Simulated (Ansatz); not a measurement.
An Ansatz input and the part of its output that reports the observables at the nuclei.

The start is a COD entry.

```yaml
crystal:
  lattice:
    - [5.171, 0.0, 0.0]
    - [0.0, 9.211, 0.0]
    - [0.0, 0.0, 5.472]
  atoms:
    - { symbol: Ti, position: [0.1372, 0.129, 0.9001] }
    - { symbol: Ti, position: [0.6372, 0.371, 0.0999] }
    - { symbol: Ti, position: [0.8628, 0.629, 0.5999] }
    - { symbol: Ti, position: [0.3628, 0.871, 0.4001] }
    - { symbol: Ti, position: [0.8628, 0.871, 0.0999] }
    - { symbol: Ti, position: [0.3628, 0.629, 0.9001] }
    - { symbol: Ti, position: [0.1372, 0.371, 0.4001] }
    - { symbol: Ti, position: [0.6372, 0.129, 0.5999] }
    - { symbol: O, position: [0.8169, 0.0098, 0.8516] }
    - { symbol: O, position: [0.3169, 0.4902, 0.1484] }
    - { symbol: O, position: [0.1831, 0.5098, 0.6484] }
    - { symbol: O, position: [0.6831, 0.9902, 0.3516] }
    - { symbol: O, position: [0.1831, 0.9902, 0.1484] }
    - { symbol: O, position: [0.6831, 0.5098, 0.8516] }
    - { symbol: O, position: [0.8169, 0.4902, 0.3516] }
    - { symbol: O, position: [0.3169, 0.0098, 0.6484] }
    - { symbol: O, position: [0.4634, 0.2322, 0.8883] }
    - { symbol: O, position: [0.9634, 0.2678, 0.1117] }
    - { symbol: O, position: [0.5366, 0.7322, 0.6117] }
    - { symbol: O, position: [0.0366, 0.7678, 0.3883] }
    - { symbol: O, position: [0.5366, 0.7678, 0.1117] }
    - { symbol: O, position: [0.0366, 0.7322, 0.8883] }
    - { symbol: O, position: [0.4634, 0.2678, 0.3883] }
    - { symbol: O, position: [0.9634, 0.2322, 0.6117] }
kpoints:
  mp_grid: { grid: [5, 3, 5] }
scf:
  occupations: { method: fermi_dirac, width: 0.02 }
hamiltonian:
  xc: pbe
  pseudopotentials: { kind: paw, frozen_core: stored }
output:
  forces: true
  stress: true
  populations: true
  efg: { quadrupole_moments_barn: { Ti: 0.247, O: -0.02558 } }
  write_density: true
  write_potential: true
  elf: true
  volumetric_format: npy
relax:
  f_tol: 0.02
  max_steps: 60
```

```sh
ansatz run input.yaml --threads 1 --pin off --max-ram 3072MiB --backend cpu --events-out ev --progress --plain --runs-dir out
```

The run relaxes the ions first, and the block belongs to the relaxed positions.

Of the output, the block on the nuclei alone is shown; the set-up, the SCF iterations, energies, forces and stress are cut. One atom of each set with nearly equal values is shown.

```
--- PAW observables at the nuclei: V_zz in 10²¹ V/m², potentials from the cell's mean, atoms counted from 1 ---
  atom   1  Ti V_zz =    +2.008519   η = 0.9410   by run symmetry: allowed   C_q = +11.9957 MHz
            electrostatic potential = -2526.434720 V   contact ρ = none
  atom   9  O  V_zz =    +2.120768   η = 0.8496   by run symmetry: allowed   C_q = -1.3117 MHz
            electrostatic potential = -624.049379 V   contact ρ = none
  atom  17  O  V_zz =    -2.532781   η = 0.8282   by run symmetry: allowed   C_q = +1.5666 MHz
            electrostatic potential = -624.051661 V   contact ρ = none
```

The relaxation (7 steps) took 2.4 min of wall time (2.4 min of CPU time) and 0.87 GiB at its peak, on 1 thread of AMD EPYC 9R14 (Zen 4) (x86_64; 16 cores open to the job, memory cap 3.0 GiB, no GPU), a shared host with a load of 0.3 a core.
